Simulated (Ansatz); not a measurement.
# Wurtzite alloy of GaN and ZnO (6 of 48 Ga sites, 6 of 48 N sites exchanged), 96 atoms

Level of theory: DFT, r2SCAN, PAW, plane waves (Ansatz 0.2.0).

Input:

```yaml
crystal:
  lattice:
    - [9.573195, 0.000000, 0.000000]
    - [0.000000, 11.073891, 0.000000]
    - [0.000000, 0.000000, 10.397824]
  atoms:
    - { symbol: Ga, position: [0.167050, 0.080375, 0.247901] }
    - { symbol: Ga, position: [0.168747, 0.082444, 0.751248] }
    - { symbol: Ga, position: [0.999714, 0.334234, 0.248200] }
    - { symbol: Ga, position: [0.007658, 0.328939, 0.753538] }
    - { symbol: Ga, position: [0.498745, 0.081097, 0.247561] }
    - { symbol: Ga, position: [0.497970, 0.082582, 0.749604] }
    - { symbol: Ga, position: [0.334542, 0.332134, 0.249065] }
    - { symbol: Ga, position: [0.336667, 0.332836, 0.751321] }
    - { symbol: Ga, position: [0.168865, 0.583633, 0.238095] }
    - { symbol: Ga, position: [0.174240, 0.579719, 0.754757] }
    - { symbol: Ga, position: [0.003760, 0.834833, 0.248765] }
    - { symbol: Ga, position: [0.832978, 0.083297, 0.240572] }
    - { symbol: Ga, position: [0.831968, 0.083332, 0.751711] }
    - { symbol: Ga, position: [0.666000, 0.333808, 0.249553] }
    - { symbol: Ga, position: [0.656322, 0.330039, 0.753941] }
    - { symbol: Ga, position: [0.500173, 0.584165, 0.249678] }
    - { symbol: Ga, position: [0.498352, 0.582531, 0.752620] }
    - { symbol: Ga, position: [0.331224, 0.834383, 0.751399] }
    - { symbol: Ga, position: [0.832692, 0.585282, 0.249755] }
    - { symbol: Ga, position: [0.830007, 0.586750, 0.749046] }
    - { symbol: Ga, position: [0.664392, 0.833489, 0.249210] }
    - { symbol: Ga, position: [0.666664, 0.837188, 0.746082] }
    - { symbol: Ga, position: [0.006376, 0.169085, 0.500777] }
    - { symbol: Ga, position: [0.002050, 0.164797, 0.999680] }
    - { symbol: Ga, position: [0.332621, 0.167510, 0.498280] }
    - { symbol: Ga, position: [0.330709, 0.165748, 0.999577] }
    - { symbol: Ga, position: [0.170180, 0.409823, 0.500665] }
    - { symbol: Ga, position: [0.168665, 0.416907, 0.999701] }
    - { symbol: Ga, position: [0.996348, 0.668341, 0.493535] }
    - { symbol: Ga, position: [0.658822, 0.170092, 0.501086] }
    - { symbol: Ga, position: [0.664678, 0.165485, 0.000955] }
    - { symbol: Ga, position: [0.498755, 0.418652, 0.000381] }
    - { symbol: Ga, position: [0.343007, 0.672570, 0.500977] }
    - { symbol: Ga, position: [0.334941, 0.666629, 0.999907] }
    - { symbol: Ga, position: [0.169631, 0.917267, 0.500977] }
    - { symbol: Ga, position: [0.831466, 0.415083, 0.492546] }
    - { symbol: Ga, position: [0.833134, 0.411875, 0.001503] }
    - { symbol: Ga, position: [0.663268, 0.667687, 0.498056] }
    - { symbol: Ga, position: [0.497568, 0.916254, 0.499853] }
    - { symbol: Ga, position: [0.490999, 0.918801, 0.001867] }
    - { symbol: Ga, position: [0.832637, 0.910766, 0.502956] }
    - { symbol: Ga, position: [0.840023, 0.917771, 0.003017] }
    - { symbol: Zn, position: [0.002048, 0.849137, 0.757746] }
    - { symbol: Zn, position: [0.331789, 0.833781, 0.247745] }
    - { symbol: Zn, position: [0.009911, 0.671760, 0.006835] }
    - { symbol: Zn, position: [0.499512, 0.417145, 0.499729] }
    - { symbol: Zn, position: [0.163214, 0.913922, 0.001352] }
    - { symbol: Zn, position: [0.660650, 0.665010, 0.005721] }
    - { symbol: N, position: [0.998721, 0.168760, 0.189618] }
    - { symbol: N, position: [0.996947, 0.167829, 0.686257] }
    - { symbol: N, position: [0.333373, 0.166309, 0.187600] }
    - { symbol: N, position: [0.334159, 0.168397, 0.686315] }
    - { symbol: N, position: [0.166064, 0.415317, 0.188879] }
    - { symbol: N, position: [0.165990, 0.416226, 0.686626] }
    - { symbol: N, position: [0.000253, 0.665602, 0.201217] }
    - { symbol: N, position: [0.666708, 0.167639, 0.189458] }
    - { symbol: N, position: [0.667280, 0.168173, 0.687222] }
    - { symbol: N, position: [0.501234, 0.415927, 0.188326] }
    - { symbol: N, position: [0.501204, 0.417964, 0.692689] }
    - { symbol: N, position: [0.334529, 0.660714, 0.186658] }
    - { symbol: N, position: [0.331553, 0.666149, 0.686463] }
    - { symbol: N, position: [0.161737, 0.919572, 0.192568] }
    - { symbol: N, position: [0.171800, 0.920262, 0.685717] }
    - { symbol: N, position: [0.833296, 0.418687, 0.187522] }
    - { symbol: N, position: [0.668759, 0.667441, 0.193656] }
    - { symbol: N, position: [0.668183, 0.668235, 0.689703] }
    - { symbol: N, position: [0.506379, 0.919065, 0.184494] }
    - { symbol: N, position: [0.500169, 0.917050, 0.688860] }
    - { symbol: N, position: [0.832339, 0.916914, 0.191641] }
    - { symbol: N, position: [0.827463, 0.921733, 0.685149] }
    - { symbol: N, position: [0.164505, 0.083639, 0.437786] }
    - { symbol: N, position: [0.165784, 0.089031, 0.935211] }
    - { symbol: N, position: [0.999275, 0.334722, 0.439067] }
    - { symbol: N, position: [0.998998, 0.334108, 0.937721] }
    - { symbol: N, position: [0.500294, 0.082747, 0.437141] }
    - { symbol: N, position: [0.499530, 0.083871, 0.936794] }
    - { symbol: N, position: [0.328958, 0.331135, 0.434678] }
    - { symbol: N, position: [0.333980, 0.332233, 0.939002] }
    - { symbol: N, position: [0.169912, 0.579411, 0.936546] }
    - { symbol: N, position: [0.000199, 0.833067, 0.442139] }
    - { symbol: N, position: [0.988833, 0.830574, 0.939121] }
    - { symbol: N, position: [0.831522, 0.084400, 0.939437] }
    - { symbol: N, position: [0.673375, 0.329124, 0.436366] }
    - { symbol: N, position: [0.667219, 0.332599, 0.939016] }
    - { symbol: N, position: [0.499804, 0.587271, 0.436603] }
    - { symbol: N, position: [0.498352, 0.581157, 0.936309] }
    - { symbol: N, position: [0.332609, 0.833856, 0.442820] }
    - { symbol: N, position: [0.338774, 0.829294, 0.935256] }
    - { symbol: N, position: [0.832756, 0.581595, 0.443552] }
    - { symbol: N, position: [0.666669, 0.835330, 0.438660] }
    - { symbol: O, position: [0.000303, 0.649890, 0.681233] }
    - { symbol: O, position: [0.833611, 0.416960, 0.689357] }
    - { symbol: O, position: [0.166413, 0.582122, 0.441741] }
    - { symbol: O, position: [0.834725, 0.083129, 0.437382] }
    - { symbol: O, position: [0.832770, 0.572275, 0.928216] }
    - { symbol: O, position: [0.666369, 0.841436, 0.934272] }
  symmetry: { detect: false }
kpoints:
  mp_grid: { grid: [1, 1, 1], shift: [0.25, 0.25, 0.25] }
hamiltonian:
  xc: r2scan
scf:
  occupations: { method: fermi_dirac, width: 0.01 }
output:
  forces: true
  eigenvalues: true
  populations: true
  eigenstates: { kpoints: [[0.25, 0.25, 0.25]], e_range: [-6.0, 6.0], localisation: true }
```

Started with:

```sh
ansatz run in.yaml --threads 4 --pin off --max-ram 61750MiB --runs-dir r --events-out ev --progress --plain --backend cuda --devices 0, --max-vram 37GiB
```

The program printed, less machine lines and repeats, with […] for rows cut from tables:

```
Pseudopotentials: kind: paw
Functional definition: r2SCAN
  parameter k0 = 0.174
  parameter k1 = 0.065
  parameter a1 = 4.9479
  exchange = r2scan_x(k0 = k0, k1 = k1, a1 = a1)
  correlation = r2scan_c
Crystal: 96 atoms, lattice volume = 1102.300 Å³
Basis set: ecut = 500 eV, 27991 PW (Γ), exchange–correlation on 288×324×320 points (64 copies of the dense FFT grid, shifted against one another)
Bands: 528, of which v1, the nominal top of the filled ones, is band 432 counted from 1 (431 counted from 0)
Symmetry: 1 space group operations
k-points: 1
Non-local potential: Ga, projectors of the file, l = 0: 2, l = 1: 2, l = 2: 3, l = 3: 1
Non-local potential: Zn, projectors of the file, l = 0: 2, l = 1: 2, l = 2: 3, l = 3: 1
Non-local potential: N, projectors of the file, l = 0: 2, l = 1: 2, l = 2: 1
Non-local potential: O, projectors of the file, l = 0: 2, l = 1: 2, l = 2: 1
PAW form: soft (Blöchl's): semilocal exchange-correlation on the pseudo side does not see the compensation charge
PAW frozen core: Ga, regenerated for the run's functional (the file was generated under x = pbe(κ = 0.804, μ = 0.2195149727645171), c = pbe(β = 0.06672455060314922))
PAW frozen core: Zn, regenerated for the run's functional (the file was generated under x = pbe(κ = 0.804, μ = 0.2195149727645171), c = pbe(β = 0.06672455060314922))
PAW frozen core: N, regenerated for the run's functional (the file was generated under x = pbe(κ = 0.804, μ = 0.2195149727645171), c = pbe(β = 0.06672455060314922))
PAW frozen core: O, regenerated for the run's functional (the file was generated under x = pbe(κ = 0.804, μ = 0.2195149727645171), c = pbe(β = 0.06672455060314922))
PAW one-centre angular grid: Ga, 590 points (default); XC on 160 Gauss nodes
PAW one-centre angular grid: Zn, 590 points (default); XC on 261 of its mesh's 2673 points in the sphere
PAW one-centre angular grid: N, 302 points (default); XC on 160 Gauss nodes
PAW one-centre angular grid: O, 302 points (default); XC on 160 Gauss nodes
Initial density: superposition of atomic densities (neutral atoms: chi_scale 0, normalization atom), corrected by the library's trained network
Initial wavefunctions: pseudopotential atomic-orbital guess
Functional: x = r2scan, c = r2scan; τ floored in thin density (d = 2e-4 eV/Å³)
SCF iter   1: F=—  HF=-198772.029837 eV  |F-HF|=—  |Δ(HF+E_count)|=         —  Δρ=1.41e-2  dr2=9.89e-1  dr2_τ=4.30e0  ethr=1.77e-3  ⟨swp⟩=6.0  Hψ=1986  notcnv=0
preconditioner: auto → Resta (q_TF=auto, 2.620 Å⁻¹)  ε∞=4.7  [insulator: Δε(μ)=2.464 eV  Ē_g=17.090 eV  σ=0.010 eV  W_gap=1.00  n_scr=330 (ndim 8)  ℏωp=32.9 eV  f_vac=0.009  D(μ)=0.00/eV (n_scr^D=0)  ε∞_Penn≈4.7]
SCF iter   2: F=—  HF=-198773.365349 eV  |F-HF|=—  |Δ(HF+E_count)|=    1.34e0  Δρ=5.77e-3  dr2=2.40e-1  dr2_τ=8.99e-3  ethr=1.14e-4  ⟨swp⟩=3.0  Hψ=1058  notcnv=0  defer=87
SCF iter   3: F=—  HF=-198773.341860 eV  |F-HF|=—  |Δ(HF+E_count)|=   2.35e-2  Δρ=3.96e-3  dr2=8.32e-2  dr2_τ=2.50e-3  ethr=2.78e-5  ⟨swp⟩=3.0  Hψ=873  notcnv=0  defer=87
SCF iter   4: F=—  HF=-198773.339542 eV  |F-HF|=—  |Δ(HF+E_count)|=   2.32e-3  Δρ=9.43e-4  dr2=5.29e-3  dr2_τ=3.16e-4  ethr=9.63e-6  ⟨swp⟩=3.0  Hψ=624  notcnv=0  defer=87
SCF iter   5: F=—  HF=-198773.334848 eV  |F-HF|=—  |Δ(HF+E_count)|=   4.69e-3  Δρ=3.03e-4  dr2=6.18e-4  dr2_τ=6.42e-5  ethr=6.13e-7  ⟨swp⟩=2.0  Hψ=864  notcnv=0  defer=87
SCF iter   6: F=—  HF=-198773.335265 eV  |F-HF|=—  |Δ(HF+E_count)|=   4.18e-4  Δρ=1.34e-4  dr2=1.61e-4  dr2_τ=7.66e-6  ethr=7.15e-8  ⟨swp⟩=3.0  Hψ=873  notcnv=0  defer=87
SCF iter   7: F=—  HF=-198773.335352 eV  |F-HF|=—  |Δ(HF+E_count)|=   8.61e-5  Δρ=6.78e-5  dr2=3.84e-5  dr2_τ=6.23e-6  ethr=1.87e-8  ⟨swp⟩=2.0  Hψ=872  notcnv=0  defer=87
SCF iter   8: F=—  HF=-198773.337899 eV  |F-HF|=—  |Δ(HF+E_count)|=   2.55e-3  Δρ=1.41e-5  dr2=1.37e-6  dr2_τ=6.68e-8  ethr=4.45e-9  ⟨swp⟩=2.0  Hψ=960  notcnv=0  defer=87
SCF iter   9: F=—  HF=-198773.337900 eV  |F-HF|=—  |Δ(HF+E_count)|=   1.33e-6  Δρ=9.30e-6  dr2=6.61e-7  dr2_τ=2.71e-8  ethr=1.59e-10  ⟨swp⟩=2.0  Hψ=873  notcnv=0  defer=87
SCF iter  10: F=—  HF=-198773.337900 eV  |F-HF|=—  |Δ(HF+E_count)|=   1.98e-8  Δρ=4.35e-6  dr2=1.52e-7  dr2_τ=1.18e-8  ethr=7.65e-11  ⟨swp⟩=2.0  Hψ=823  notcnv=0  defer=87
SCF iter  11: F=-198773.337900 eV  HF=-198773.337900 eV  |F-HF|=4.48e-9  |Δ(HF+E_count)|=   1.57e-8  Δρ=1.29e-6  dr2=1.62e-8  dr2_τ=1.77e-9  ethr=1.16e-11  ⟨swp⟩=11.0  Hψ=2488  notcnv=0
SCF 1 converged in 11 iterations: F = -198773.337900 eV  dr2 = 1.62e-8
  greatest PAW one-centre occupation: 0.995 electrons in one spin orbital (limit 2), on the Ga atom at site 28 (counted from 0), in its partial waves of l = 2
NSCF: frozen V_eff on 1 k-points
SCF converged after 11 iterations
Free energy (F): -198773.337900 eV
Harris-Foulkes:  -198773.337900 eV  (|F-HF|=4.48e-9)
Internal energy: -198773.337900 eV  (E = F + TS)
E sigma→0 (E₀):  -198773.337900 eV
Fermi energy:    10.837350 eV
--- Per-component energies (eV) ---
  E_band       = -570.583670
  E_kinetic    = 12212.814273
  E_local      = -94321.889219  (includes V_loc(G=0)·N_el)
  E_nonlocal   = 24023.735231
  E_hartree    = 42906.529630
  E_xc         = -6292.907876
  E_vxc        = -6979.992571  (∫ρ·V_xc dr)
  E_paw        = -101841.330392  (= ΣΔE_a)
  E_vpaw       = -21705.437485  (= ΣTr[D̂ρ^β])
  E_aug_tail   = 0.004830  (compensation charges beyond the density's cutoff)
  E_vtau       = 387.108388  (kinetic-family band-sum trace: ∫τ·v_τ [+ j·A + Jᵃ·Aᵃ] dr)
  E_ewald      = -75430.336372
  E_core_change = -29.958005  (= ΣΔE_core)
  E_smearing   = -0.000000  (= −TS)
  E_closure    = 0.000000  (closes the sum)
  Σ components = -198773.337900   (vs F -198773.337900, Δ=0.00e0)
--- Forces (eV/Å), atoms counted from 1 ---
  atom   1  Ga     0.00649516    -0.04765280    -0.00995318
  atom   2  Ga     0.00837277    -0.03698730     0.00842159
  atom   3  Ga     0.01247447    -0.00677210    -0.00269031
  atom   4  Ga    -0.00254844    -0.00195873    -0.00424671
  atom   5  Ga    -0.00402730    -0.01532849    -0.00246346
  atom   6  Ga    -0.00622522    -0.01033049    -0.00685092
  atom   7  Ga     0.00535636    -0.00833458     0.01999596
  atom   8  Ga     0.01962991     0.00268276    -0.01496943
  atom   9  Ga     0.00943994     0.01566635    -0.00707911
  atom  10  Ga    -0.00930172     0.02620224     0.00144209
  atom  11  Ga     0.03527220     0.00585673    -0.02675910
  atom  12  Ga    -0.00047266    -0.00546461     0.00733368
  atom  13  Ga     0.00222752    -0.01775449    -0.01294668
  atom  14  Ga    -0.01473221    -0.00159913     0.01767582
  atom  15  Ga    -0.01637697     0.00873109    -0.01574764
  atom  16  Ga    -0.01392673     0.01165374     0.01354485
  atom  17  Ga    -0.00193943    -0.01264631     0.01016123
  atom  18  Ga    -0.02185647     0.01411365     0.00798696
  atom  19  Ga    -0.00000969     0.01549720    -0.00961991
  atom  20  Ga     0.01340861     0.00322616     0.03956488
  atom  21  Ga    -0.00899231    -0.00591779    -0.00963251
  atom  22  Ga     0.00854762     0.01806486     0.01102423
  atom  23  Ga    -0.00748793    -0.02219970    -0.00904140
  atom  24  Ga     0.02149312    -0.00895528    -0.01472879
  atom  25  Ga    -0.00427394     0.00413937    -0.01552158
  atom  26  Ga    -0.02709266    -0.00820487    -0.01129361
  atom  27  Ga     0.01631162     0.01373585    -0.01921243
  atom  28  Ga     0.00501847     0.01031192    -0.01633016
  atom  29  Ga     0.02747601     0.00053186     0.01599027
  atom  30  Ga     0.00237706     0.00883252    -0.01531165
  atom  31  Ga    -0.00464551    -0.00477589    -0.01026170
  atom  32  Ga    -0.00814150     0.01849816    -0.00692727
  atom  33  Ga     0.00264504     0.00323232    -0.01641336
  atom  34  Ga    -0.00565631     0.01091871    -0.01329921
  atom  35  Ga     0.01342595    -0.01062198     0.00820848
  atom  36  Ga    -0.02570245    -0.01595514    -0.01840702
  atom  37  Ga    -0.00202527     0.03111861    -0.02173396
  atom  38  Ga    -0.03662059    -0.01264520    -0.02796156
  atom  39  Ga    -0.02561216    -0.00589438    -0.01207799
  atom  40  Ga    -0.00131275    -0.02135627    -0.00637062
  atom  41  Ga    -0.00397201     0.00513545     0.01115394
  atom  42  Ga     0.03037392    -0.05923538    -0.05013211
  atom  43  Zn     0.00312398    -0.02278145    -0.00433478
  atom  44  Zn    -0.00569333     0.00299707    -0.00767527
  atom  45  Zn    -0.03732732     0.00987212    -0.01999624
  atom  46  Zn    -0.00084205     0.00339801    -0.01618081
  atom  47  Zn    -0.01770236    -0.02274028    -0.01997933
  atom  48  Zn     0.03979207     0.02447551    -0.04128007
  atom  49  N     -0.03219270     0.00519200     0.00760438
  atom  50  N     -0.00825273     0.02679636    -0.01006585
  atom  51  N      0.00631199     0.00765568     0.00440229
  atom  52  N      0.00349163     0.00655160     0.01052866
  atom  53  N     -0.01580972     0.02153576    -0.00013916
  atom  54  N     -0.02275067     0.00106270     0.00227115
  atom  55  N      0.01241969    -0.03099612     0.09667575
  atom  56  N      0.02299594    -0.00881901    -0.00268437
  atom  57  N     -0.00263068     0.01971151    -0.00078011
  atom  58  N      0.00615057    -0.00832218    -0.00015050
  atom  59  N      0.02156888    -0.01906039     0.13514247
  atom  60  N     -0.02755195    -0.12628804    -0.02878423
  atom  61  N     -0.01910519    -0.02745131    -0.00928575
  atom  62  N     -0.11502491     0.07025874     0.09611536
  atom  63  N      0.09010393     0.05248692    -0.02988923
  atom  64  N      0.00645914    -0.00550844    -0.01391206
  atom  65  N      0.01781495     0.00821302     0.08975897
  atom  66  N      0.05288469    -0.01492444     0.03275433
  atom  67  N      0.10083244     0.05944161    -0.04142668
  atom  68  N      0.02255141    -0.00364367     0.01190797
  atom  69  N     -0.01318018     0.03805211    -0.00196596
  atom  70  N     -0.09440363     0.03578430    -0.04598689
  atom  71  N     -0.01745234     0.02973253     0.02758170
  atom  72  N      0.00390157     0.11896928    -0.03399245
  atom  73  N      0.00053771     0.00861543     0.02282851
  atom  74  N     -0.01895246     0.01083768    -0.01746194
  atom  75  N      0.02708856     0.01183902     0.02122571
  atom  76  N      0.01561118    -0.00140878     0.00504834
  atom  77  N     -0.10923331    -0.03906421    -0.01412257
  atom  78  N     -0.00320057     0.01259565    -0.00081214
  atom  79  N      0.07034449    -0.06577606    -0.06104538
  atom  80  N     -0.02840761    -0.03203766     0.03721903
  atom  81  N     -0.14216699     0.06398444     0.06572893
  atom  82  N     -0.00804723    -0.00107226     0.00969063
  atom  83  N      0.11290839    -0.05200143    -0.00632618
  atom  84  N      0.02684328     0.01016788    -0.01776290
  atom  85  N      0.00385271     0.13278265    -0.00955278
  atom  86  N     -0.07271348    -0.05196289    -0.03362096
  atom  87  N      0.01625930    -0.02069767     0.13227022
  atom  88  N      0.12098407    -0.04092642    -0.02012330
  atom  89  N      0.04484388    -0.00315535     0.02829704
  atom  90  N      0.02998793     0.00141494     0.02137150
  atom  91  O     -0.03054254    -0.09718325    -0.03833026
  atom  92  O      0.01174357     0.04148991     0.02434423
  atom  93  O     -0.03833124     0.00319514     0.03346660
  atom  94  O      0.00729026     0.00496634     0.00716584
  atom  95  O     -0.00347903    -0.10704612    -0.11143086
  atom  96  O     -0.00107595     0.07125930    -0.02896592
  max |Σ_I F_I| component: 1.45e-4 eV/Å
--- Band table (eV) ---
  k-point 0: bands = ["-11.4592", "-11.2154", "-11.1573", "-11.0398", "-10.6751", "-10.5603", "-7.4539", "-7.3079", "-7.2662", "-7.1535", "-7.1133", "-7.0655", "-7.0407", "-6.9944", "-6.9563", "-6.8917", "-6.8771", "-6.8488", "-6.8216", "-6.7820", "-6.7722", "-6.7331", "-6.7124", "-6.6981", "-6.6768", "-6.6532", "-6.6170", "-6.5992", "-6.5949", "-6.5672", "-6.5505", "-6.5125", "-6.4822", "-6.4766" …
--- Löwdin populations: 96 sites ---
  site symbol       q [e]
     0     Ga     12.2163
     1     Ga     12.2233
     2     Ga     12.1751
     3     Ga     12.1284
     4     Ga     12.1919
     5     Ga     12.1769
     6     Ga     12.1909
     7     Ga     12.1937
     8     Ga     12.1841
     9     Ga     12.1566
    10     Ga     12.2336
    11     Ga     12.1289
    12     Ga     12.1995
    13     Ga     12.1906
    14     Ga     12.1519
    15     Ga     12.2259
    16     Ga     12.2073
    17     Ga     12.2123
    18     Ga     12.2225
    19     Ga     12.0312
    20     Ga     12.2163
    21     Ga     12.1429
    22     Ga     12.1261
    23     Ga     12.1950
    24     Ga     12.1924
    25     Ga     12.1959
    26     Ga     12.1450
    27     Ga     12.1920
    28     Ga     12.0667
    29     Ga     12.1475
    30     Ga     12.1775
    31     Ga     12.1925
    32     Ga     12.1711
    33     Ga     12.2555
    34     Ga     12.2019
    35     Ga     12.1475
    36     Ga     12.1397
    37     Ga     12.1884
    38     Ga     12.1915
    39     Ga     12.1844
    40     Ga     12.1491
    41     Ga     12.2185
    42     Zn     10.5229
    43     Zn     10.4958
    44     Zn     10.5141
    45     Zn     10.4912
    46     Zn     10.5126
    47     Zn     10.5028
    48      N      5.7863
    49      N      5.7844
    50      N      5.7868
    51      N      5.7854
    52      N      5.7878
    53      N      5.7861
    54      N      5.9358
    55      N      5.7874
    56      N      5.7833
    57      N      5.7887
    58      N      5.9410
    59      N      5.9395
    60      N      5.7911
    61      N      6.1308
    62      N      5.9590
    63      N      5.7871
    64      N      5.9558
    65      N      5.7878
    66      N      5.9346
    67      N      5.7946
    68      N      5.7938
    69      N      5.9452
    70      N      5.7892
    71      N      5.9285
    72      N      5.7896
    73      N      5.7877
    74      N      5.7811
    75      N      5.7872
    76      N      5.9392
    77      N      5.7928
    78      N      5.9513
    79      N      5.7901
    80      N      6.3660
    81      N      5.7920
    82      N      5.9295
    83      N      5.7910
    84      N      5.9453
    85      N      5.9680
    86      N      5.9376
    87      N      5.9348
    88      N      5.7941
    89      N      5.7915
    90      O      6.7270
    91      O      6.6593
    92      O      6.6582
    93      O      6.6564
    94      O      6.8544
    95      O      6.7681
  spilling = 0.003241 (of n_electrons = 864.000000)
```

Absolute energies hang on the potentials; compare differences alone.

Time: 19 s of wall time on one NVIDIA H100 with 4 processor threads, on a host shared with other runs; peak host memory 3.1 GiB.
